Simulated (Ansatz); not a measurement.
Zr$_{2}$SiN:
Space group P6₃/mmc (No. 194); a = b = 3.2221 Å, c = 13.4368 Å, α = β = 90.00°, γ = 120.00°

```csv
atom,site,symmetry,x,y,z
Zr,4f,3m.,0.3333,0.6667,0.0949
Si,2d,-6m2,0.6667,0.3333,0.2500
N,2a,-3m.,0.0000,0.0000,0.0000
```

Relaxed at zero pressure with DFT-PBEsol in the program Ansatz with PAW potentials.

### Question
The volume is raised by 3 % and shape and atoms relax at that volume. What pressure results, and how do the axes share the change?

### Answer
-4.8 GPa; a 1.2 %, b 1.2 %, c 0.7 %; the energy rises by 7 meV/atom.

### Question
Give the new structure.

### Answer

Space group P6₃/mmc (No. 194); a = b = 3.2594 Å, c = 13.5249 Å, α = β = 90.00°, γ = 120.00°

| atom | site | symmetry | x | y | z |
|---|---|---|---|---|---|
| Zr | 4f | 3m. | 0.3333 | 0.6667 | 0.0942 |
| Si | 2d | -6m2 | 0.6667 | 0.3333 | 0.2500 |
| N | 2a | -3m. | 0.0000 | 0.0000 | 0.0000 |

The phase is kept; no other phase was compared at this pressure.

Space group P6_3/mmc. The start of the workflow was typed in or built on a structure type; neither database checked (COD, Materials Project) lists it. Whether it is the stable phase at ambient conditions was not checked. Symmetry was held in the PBEsol relaxation; whether a distortion lowers the energy is not shown. No spin polarisation was allowed.

Potentials: the earlier of the program's two PAW sets. The files were generated under PBE; for other functionals the program regenerates the frozen cores, and for LDA and PBEsol the local potential too.
